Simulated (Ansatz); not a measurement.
AgI:
```cif
data_Ag4I4
_chemical_formula_sum 'Ag4 I4'
_space_group_name_H-M_alt 'P63mc'
_space_group_IT_number 186
_space_group_name_Hall 'P 6c -2c'
_cell_length_a 4.32632
_cell_length_b 4.32632
_cell_length_c 14.38149
_cell_angle_alpha 90.000
_cell_angle_beta 90.000
_cell_angle_gamma 120.000
loop_
_atom_site_label
_atom_site_type_symbol
_atom_site_symmetry_multiplicity
_atom_site_Wyckoff_symbol
_atom_site_fract_x
_atom_site_fract_y
_atom_site_fract_z
_atom_site_occupancy
Ag1 Ag 2 a 0.00000 0.00000 0.32365 1
Ag2 Ag 2 b 0.66667 0.33333 0.42653 1
I1 I 2 a 0.00000 0.00000 0.01804 1
I2 I 2 b 0.66667 0.33333 0.23177 1
```

Relaxed with LDA.

Question: Which orbitals make up the states near the band edges in LDA (plane waves, PAW; program Ansatz)?

Answer: Top 1 eV of the valence band: I 5p 70 %, Ag 4d 28 %. Bottom 1 eV of the conduction band: Ag 5s 50 %, I 5p 36 %, I 5s 10 %. Projections are on Löwdin-orthogonalised atomic valence shells; empty p or d shells of many metals are not among them.

Question: Tabulate the density of states.

Answer: States/eV per cell of 8 atoms, in 0.25 eV bins, energy from the valence-band maximum.

```tsv
E (eV)	total	Ag 4d	I 5p	Ag 5s
-7.85	0.00	0.00	0.00	0.00
-7.60	0.00	0.00	0.00	0.00
-7.35	0.00	0.00	0.00	0.00
-7.10	0.00	0.00	0.00	0.00
-6.85	0.00	0.00	0.00	0.00
-6.60	0.00	0.00	0.00	0.00
-6.35	0.00	0.00	0.00	0.00
-6.10	0.00	0.00	0.00	0.00
-5.85	0.00	0.00	0.00	0.00
-5.60	0.00	0.00	0.00	0.00
-5.35	0.00	0.00	0.00	0.00
-5.10	8.71	3.81	3.80	0.97
-4.85	12.77	5.74	4.95	1.82
-4.60	17.62	10.25	5.96	1.15
-4.35	23.93	16.16	6.49	0.85
-4.10	31.87	24.90	5.00	1.24
-3.85	11.14	8.51	2.38	0.12
-3.60	16.26	12.23	3.73	0.17
-3.35	12.76	10.21	2.25	0.17
-3.10	20.24	18.00	1.94	0.11
-2.85	21.49	18.89	2.16	0.18
-2.60	3.24	2.02	1.02	0.12
-2.35	7.87	4.69	2.64	0.38
-2.10	6.93	3.31	3.15	0.28
-1.85	8.30	3.36	4.39	0.31
-1.60	8.05	2.84	4.72	0.23
-1.35	8.30	2.68	5.17	0.18
-1.10	8.85	2.66	5.74	0.14
-0.85	6.08	1.79	4.04	0.07
-0.60	10.26	3.04	6.96	0.07
-0.35	7.90	2.01	5.73	0.04
-0.10	3.44	0.76	2.63	0.01
0.15	0.00	0.00	0.00	0.00
0.40	0.00	0.00	0.00	0.00
0.65	0.00	0.00	0.00	0.00
0.90	0.00	0.00	0.00	0.00
1.15	0.00	0.00	0.00	0.00
1.40	0.02	0.00	0.01	0.01
1.65	0.14	0.00	0.05	0.07
1.90	0.32	0.00	0.11	0.16
2.15	0.46	0.01	0.17	0.22
2.40	0.80	0.01	0.29	0.39
2.65	2.95	0.05	0.94	1.52
2.90	5.07	0.10	1.64	2.49
3.15	4.35	0.10	1.27	2.15
3.40	1.99	0.05	0.44	0.99
3.65	4.06	0.09	0.75	1.85
3.90	5.56	0.11	1.00	2.56
4.15	6.03	0.09	0.98	3.03
4.40	4.78	0.07	0.47	1.08
4.65	6.08	0.07	0.51	1.21
4.90	4.06	0.03	0.21	0.43
5.15	0.88	0.00	0.02	0.02
5.40	1.29	0.01	0.03	0.02
5.65	7.90	0.04	0.21	0.32
5.90	6.85	0.03	0.16	0.18
```

Space group P6_3mc. The first step of the workflow began from a Materials Project structure, measured or hypothetical. Its sites differ from those of the usual phase in this space group: another stacking or structure type. Symmetry was held in the LDA relaxation; whether a distortion lowers the energy is not shown. The run is not spin-polarised. A crystal of weakly bound layers computed without a dispersion correction: the cell and the soft elastic constants depend strongly on that. Spin–orbit coupling is left out wherever it is not named.

Potentials: the later of the program's two PAW sets.
